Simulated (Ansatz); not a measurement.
## MnAlGe: constraining the magnetisation

MnAlGe is taken as a measured crystal structure (space group P4/nmm), 6 atoms in the cell. Sizeable forces remain on the atoms, so the positions aren't those of the computed minimum. Source: COD entry 9008318; the sample's temperature and pressure aren't taken into account, and it need not be the stable phase.

```
Mn Al Ge
1.0
     3.91400    0.00000    0.00000
     0.00000    3.91400    0.00000
     0.00000    0.00000    5.93300
Mn Al Ge
2 2 2
Direct
  0.00000 0.00000 0.00000
  0.50000 0.50000 0.00000
  0.50000 0.00000 0.72700
  0.00000 0.50000 0.27300
  0.50000 0.00000 0.28000
  0.00000 0.50000 0.72000
```

Numbers behind element symbols give the atom's place in this list.

The calculation used DFT, PBEsol, PAW, plane waves, scalar-relativistic (Ansatz).

```
Plane-wave cutoff : 420 eV
k-point mesh      : 7×7×5 (Γ-centred)
Occupations       : Fermi–Dirac smearing, 0.1 eV
```

Moments by site are taken inside atomic spheres; the rest lies between them.

Each run fixes N↑ − N↓ and starts with that moment spread in parallel over the Mn atoms; no search for lower states follows. F is the free energy per cell, and F(lowest) that of the lowest run, the runs with a free moment included. A row is the solution that its start led to, not a proven minimum at that M. The run at M = 0 starts without moments and gives the spin-unpolarised solution; a state with cancelling moments wasn't tried, and may lie lower. The program warns that the SCF threshold is loose for stress, so pressures can be off by 0.1 GPa or more.

The run at M = 2.78 μB took 8.6 s on 2 threads of Arm Neoverse V2, on a shared host, peak memory 0.47 GiB.

```tsv
fixed M (μB/cell)	F − F(lowest) (meV/cell)	moments of Mn1 Mn2 (μB)	pressure (GPa)
0.00	495	0.00 0.00	-8.3
0.69	459	0.40 0.40	-8.2
1.39	362	0.79 0.79	-7.8
2.08	225	1.16 1.16	-7.2
2.78	73	1.48 1.48	-6.4
3.47	0	1.76 1.76	-5.5
4.16	53	2.06 2.06	-4.0
4.86	196	2.35 2.35	-2.2
5.55	430	2.61 2.61	0.1
```

The lowest fixed-moment run is the one at M = 3.47 μB (0 meV). With the constraint released: “parallel moments, free total moment [Mn1 4.50, Mn2 4.50 μB]” ends at 3.47 μB, 0 meV; “parallel moments scaled by 0.1, free total moment [Mn1 0.45, Mn2 0.45 μB]” ends at 3.47 μB, 0 meV. No free run was started from opposed moments.
